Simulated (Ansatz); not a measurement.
TaSi₂ in space group P6_222 (No. 180; Si on 6j, Ta on 3d), the program Ansatz at the PBEsol level (PAW), all energies at zero smearing, with the estimated change up to a 700 eV cutoff added, with one set of potentials and settings (totals compare only within such a set). Cell of 9 atoms (6 Si, 3 Ta): -33153.705 eV.

```json
[
 {"element": "Si", "reference phase": "Fd-3m, 2 atoms in the cell", "E (eV/atom)": "-621.4920"},
 {"element": "Ta", "reference phase": "Im-3m, 1 atoms in the cell", "E (eV/atom)": "-9806.5011"}
]
```

Formation energy per atom, worked out: (-33153.705 − 6×(-621.4920) − 3×(-9806.5011))/9 = -0.583 eV/atom (-56 kJ per mol of atoms), at 0 K, without zero-point energy or fitted corrections.

Symmetry was held in the PBEsol relaxation. No spin polarisation was allowed. The references are the lowest solids computed at this level, not always the standard phases. Spin–orbit coupling is left out wherever it is not named.

Potentials: the later of the program's two PAW sets.
